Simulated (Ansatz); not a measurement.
# Fe₃W (Pm-3m): the held moment from field and pressure

```yaml
crystal:
  lattice:
    - [3.63358, 0.00000, 0.00000]
    - [0.00000, 3.63358, 0.00000]
    - [0.00000, 0.00000, 3.63358]
  atoms:
    - { symbol: Fe, position: [0.00000, 0.50000, 0.50000] }
    - { symbol: Fe, position: [0.50000, 0.00000, 0.50000] }
    - { symbol: Fe, position: [0.50000, 0.50000, 0.00000] }
    - { symbol: W, position: [0.00000, 0.00000, 0.00000] }
```

The source of the geometry is a structure from the Materials Project; atoms and cell stay fixed.

Settings: PBEsol, 8×8×8 k mesh, Fermi–Dirac smearing of 0.05 eV. PAW means Ansatz 0.2.0 on its default frozen-core files. Site moments are integrated in spheres about the atoms. Start moments (μB): Fe1 3, Fe2 3, Fe3 3, W4 -1.

The free run ends with 2.05 μB per cell. Further runs hold the cell's moment M by two Fermi levels; B is half their difference over μB, positive where the field raises M. Some of them:

```tsv
M (μB/cell)	B (T)	ΔF over the free run (meV/cell)	pressure (GPa)
2.26	417	2.6	-13.2
2.57	814	13.9	-12.2
3.08	1344	45.7	-10.4
```

Question: Another run of the series gave B (T) = -933, ΔF over the free run (meV/cell) = 21.6, pressure (GPa) = -15.3. Which moment was held?
A. 1.85
B. 0.68
C. 1.38

Answer: C. M (μB/cell) = 1.38.

Question: Another run of the series gave B (T) = -423, ΔF over the free run (meV/cell) = 2.7, pressure (GPa) = -14.3. Which moment was held?
A. 1.38
B. 1.85
C. 0.68

Answer: B. M (μB/cell) = 1.85.

The whole series:

| M (μB/cell) | B (T) | ΔF over the free run (meV/cell) | pressure (GPa) |
| --- | --- | --- | --- |
| 0.68 | -785 | 61.6 | -16.2 |
| 1.38 | -933 | 21.6 | -15.3 |
| 1.85 | -423 | 2.7 | -14.3 |
| 2.26 | 417 | 2.6 | -13.2 |
| 2.57 | 814 | 13.9 | -12.2 |
| 3.08 | 1344 | 45.7 | -10.4 |

The PAW files were made with PBE; the program remakes their cores once for the run's functional and then keeps them frozen. The Ansatz runs typed with the search for lower states off end where their start leads. Spin–orbit coupling is left out although heavy atoms are present. The magnetic state is the one that this cell and start allow. It needn't be the compound's measured order, which may need a larger cell or be absent.
